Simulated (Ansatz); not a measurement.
Space group Fm-3m (No. 225). a = 5.683 Å, b = 5.683 Å, c = 5.683 Å, α = 90.00°, β = 90.00°, γ = 90.00°
| atom | site | symmetry | x | y | z |
| --- | --- | --- | --- | --- | --- |
| Mn | 8c | -43m | 0.2500 | 0.2500 | 0.7500 |
| Mn | 4a | m-3m | 0.0000 | 0.0000 | 0.0000 |
| Al | 4b | m-3m | 0.5000 | 0.0000 | 0.0000 |

Equation of state of this Mn$_{3}$Al structure (not necessarily the ground state), with shape and atoms relaxed at each volume where symmetry leaves them free. It has no gap at any of these volumes. The calculation used Ansatz, DFT PBEsol, scalar-relativistic, plane waves, PAW.

Settings: cutoff 420 eV, Γ-centred mesh 12×12×12 on the computed 4-atom cell, Gaussian smearing of 0.10 eV; collinear spin.

```
V (Å³/atom) E − E(largest V) (meV/atom) P (GPa)
     10.785                         4.74    11.45
     11.130                       -13.17     5.40
     11.474                       -18.70     0.00
     11.818                       -13.61    -4.48
     12.162                         0.00    -8.19
```

**Question.** Fit a third-order Birch–Murnaghan equation to E(V).

**Answer.** V0 = 11.47 Å³/atom, B0 = 162 GPa, B0' = 5.1.